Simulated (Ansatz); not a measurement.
Mg (hcp (Mg type), P6_3/mmc) under volume change, the program Ansatz at the PBE level (PAW), shape and atoms relaxed at each volume.

```csv
V (Å³/atom),E − E(relaxed) (meV/atom),P (GPa)
20.867,24.4,4.10
21.555,10.3,2.52
22.243,2.5,1.17
22.931,0.0,0.00
23.619,2.2,-1.00
24.307,8.4,-1.86
24.995,18.0,-2.59
```

**Question.** What does a third-order Birch–Murnaghan fit give for V₀, B₀ and B′?

**Answer.** V₀ = 22.93 Å³/atom, B₀ = 35.9 GPa, B′ = 4.0.

The cell was relaxed with PBE under the symmetry of its start.

Potentials: the earlier of the program's two PAW sets.
